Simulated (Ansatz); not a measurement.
Here is an unrelaxed guess for GaSb2.

```
CELL_PARAMETERS angstrom
3.28107 0.00000 0.00000
-1.64053 2.84149 0.00000
0.00000 0.00000 22.52170
ATOMIC_POSITIONS crystal
Ga 0.00000 0.00000 0.00000
Ga 0.00000 0.00000 0.50000
Sb 0.33333 0.66667 0.93634
Sb 0.33333 0.66667 0.56366
Sb 0.66667 0.33333 0.06366
Sb 0.66667 0.33333 0.43634
```

Level of theory: Ansatz 0.2.0, DFT PBE, scalar-relativistic, plane waves, PAW. Cutoff 420 eV; k points 6×6×1 on the computed 6-atom cell (Γ-centred); Gaussian smearing, width 0.10 eV; no spin polarisation.

Energies over the elements count from the elements' standard structures at the same level, with no fitted energy shifts.

Task: How far from equilibrium is it?

Result: The pressure is 32.0 GPa (the mean over three directions, positive in compression), the largest force is 8.02 eV/Å, and the energy is +1.78 eV/atom against the elements. The shortest distance is 2.38 Å.

Task: Is it a good guess?

Result: A poor one: relaxing gains about 1.6 eV/atom (the start's value is from the coarse mesh, so the gain is rough) in 13 ionic steps and ends at +0.21 eV/atom on the finer mesh. The symmetry stays P6_3/mmc (No. 194). The volume per atom grows by 16.5 %, from 35.0 to 40.8 Å³. The shortest distance goes from 2.38 Å (Ga–Sb) to 2.90 Å (Ga–Sb). Conventional cell: a = 3.436 Å, c = 23.919 Å. Around Ga lie 6 Sb at 2.90 Å and 6 Ga at 3.44 Å; Sb has 3 Ga at 2.90 Å and 6 Sb at 3.44 Å.

The last run used a 12×12×2 mesh (in the run's order of axes) for its 6-atom cell and Gaussian smearing of 0.10 eV. No dispersion correction is applied, so the spacing and binding between layers, chains or molecules are poorly described. These runs have no spin–orbit coupling, which can matter for Sb. The relaxation can't lower the symmetry of the start, and the grade says only how near the guess is to its own end. Symmetry constrained the relaxation, so the result can be a saddle point. Another cell of GaSb2 relaxed alike, in P-3m1, lies 162 meV/atom lower, so this cell isn't the stable form at this level.
